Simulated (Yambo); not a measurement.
Material: CaO2H2 (space group P-3m1, No. 164); a = b = 3.581 Å, c = 4.762 Å, α = β = 90.00°, γ = 120.00° (5 atoms in the cell). Cell and atoms were relaxed with PBE+D3(BJ) from Materials Project entry mp-23879, within its symmetry.

With PBEsol (pw.x of Quantum ESPRESSO, ONCV potentials, scalar-relativistic), the gap between the mesh's edge points (Γ → Γ) is 4.187 eV.

**Question.** What does a G0W0 run in Yambo give for it (6×6×4 Γ-centred k mesh, 100 bands and a 8 Ry block in the screening, 100 bands in G with the Bruneval-Gonze terminator, plasmon pole fitted at 27.2 eV)?

**Answer.** The correction is 2.461 eV, giving 6.647 eV, 1.6 times the PBEsol value.  Nearest settings tried, and what they do to the gap: 64 bands in G: -2 meV; 3 Ry block (35 vectors against 135): -107 meV; 3×3×2 mesh: +7 meV. Not varied: bands in W. So the settings aren't converged at that level.
